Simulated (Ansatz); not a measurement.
TePb2Se:
```
TePb2Se
1.0
    2.24713     1.29738     7.33220
   -2.24713     1.29738     7.33220
    0.00000    -2.59477     7.33220
Te Pb Se
1 2 1
Direct
  0.50000   0.50000   0.50000
  0.74461   0.74461   0.74461
  0.25539   0.25539   0.25539
  0.00000   0.00000   0.00000
```

Relaxed with r²SCAN.

Task: Map the valence electron density (e/Å³), cut off at 1 on the plane through (0.500, 0.500, 0.500) spanned by u = [1, 0, 0] and v = [-1, 1, 1] in lattice vectors, from r²SCAN (plane waves, PAW; program Ansatz).

Result: x is the fraction of u, y of v (the angle between them is 55°; rows are the nearest grid lines); atoms in the plane: Te at (0.00, 0.00), Pb at (0.49, 0.24), Pb at (0.51, 0.76), Se at (0.00, 0.50).
```
|@@@@@+-:.                      .:-+@@@@@|
|@@@@@@+-:..   ...                .:=*@@@|
|@@@@@@*=:.....::::..              .:=*@@|
|=+*#**+-::..:-+%@@@*=:.             .:-=|
|..::::::....:-#@@@@@@@%=.              .|
|            .:=@@@@@@@@@%-.             |
|             .:*@@@@@@@@@*-.            |
|               .-#@@@@@@@@*-.........   |
|..               .:=%@@@@@+-:..::-----:.|
|#=-..               .::---::...:-+#@@@@#|
|@@+-:.                .........:-+@@@@@@|
|@@@@*-.                        .:=#@@@@@|
|@@@@@#=:.                        .-*@@@@|
|@@@@@@+-:.........                .:-+@@|
|#@@@@#+-:...::---::.               ..-=#|
|.:-----::..:-+@@@@@%=:.               ..|
|   .........-*@@@@@@@@#-.               |
|            .-*@@@@@@@@@*:.             |
|             .-%@@@@@@@@@=:.            |
|.              .=%@@@@@@@#-:....::::::..|
|=-:.             .:=*@@@%+-:..::-+**#*+=|
|@@*=:.              ..::::.....:=*@@@@@@|
|@@@*=:.                ...   ..:-+@@@@@@|
|@@@@@+-:.                      .:-+@@@@@|
```
Scale: ten equal steps from 0.016 (start of ' ') to 1.00 (end of '@'), in the order ' .:-=+*#%@'; x runs from 0.000 to 1.00, y from 0.000 (bottom) to 1.00 (top).

The density is the valence pseudo-density with augmentation charge, so density and ELF within about 1 Å of a nucleus are not all-electron values.

Space group R-3m. The first step of the workflow began from a Materials Project structure, measured or hypothetical; the Crystallography Open Database copy checked does not list it. With Te and Se taken as one species the cell has the higher symmetry Fm-3m, so it may be an ordered model of a mixed-site phase. Whether it is the stable phase at ambient conditions was not checked. The cell was relaxed with r²SCAN under the symmetry of its start; its stability against distortions is not shown here. Scalar-relativistic: spin–orbit coupling is off unless named, which matters more the heavier the elements.

Potentials: the later of the program's two PAW sets.
